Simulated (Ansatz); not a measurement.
Relaxed-ion elastic tensor of SiRh in space group P2_13 (No. 198; Si on 4a, Rh on 4a) in GPa (Voigt order), the program Ansatz at the PBEsol level (PAW); density 8.53 g/cm³, 12.75 Å³ per atom.

|  | 1 | 2 | 3 | 4 | 5 | 6 |
|---|---|---|---|---|---|---|
| 1 | 361 | 190 | 190 | 0.0 | 0.0 | 0.0 |
| 2 | 190 | 361 | 190 | 0.0 | 0.0 | 0.0 |
| 3 | 190 | 190 | 361 | 0.0 | 0.0 | 0.0 |
| 4 | 0.0 | 0.0 | 0.0 | 102 | 0.0 | 0.0 |
| 5 | 0.0 | 0.0 | 0.0 | 0.0 | 102 | 0.0 |
| 6 | 0.0 | 0.0 | 0.0 | 0.0 | 0.0 | 102 |

Question: Is the crystal mechanically stable?

Answer: Yes: the smallest eigenvalue of C is 102 GPa.

Question: Work out the Voigt, Reuss and Hill averages.

Answer: K_V = 247, K_R = 247, K_H = 247; G_V = 95.7, G_R = 94.9, G_H = 95.3 GPa.

Question: Give Young's modulus, Poisson's ratio, Pugh's ratio and the universal anisotropy index.

Answer: E = 9KG/(3K + G) = 253 GPa; ν = 0.33; K/G = 2.59 (ductile by the Pugh limit of 1.75); A_U = 5G_V/G_R + K_V/K_R − 6 = 0.04.

Question: Estimate the sound speeds and the Debye temperature.

Answer: v_l = √((K + 4G/3)/ρ) = 6620 m/s, v_t = √(G/ρ) = 3340 m/s, mean 3750 m/s; Θ = (h/k)(3n/4πV)^(1/3) v_m = 478 K.

Question: Give the Zener ratio and Young's modulus along [100], [110] and [111].

Answer: A = 2C44/(C11 − C12) = 1.20; 1/E = S11 − 2(S11 − S12 − S44/2)Γ with Γ = 0, 1/4, 1/3 gives 230, 259, 270 GPa.

The workflow started from a Materials Project entry (that database holds measured and hypothetical structures alike); the Crystallography Open Database copy checked does not list it. COD files the formula under space group No. 14. Its standing as an ambient phase is unchecked. The cell was relaxed with PBEsol under the symmetry of its start; its stability against distortions is not shown here. No spin polarisation was allowed. As this level gives no gap, shear constants depend on the k-mesh and smearing (Fermi–Dirac, 0.1 eV here).

Potentials: the earlier of the program's two PAW sets. The files were generated under PBE; for other functionals the program regenerates the frozen cores, and for LDA and PBEsol the local potential too.
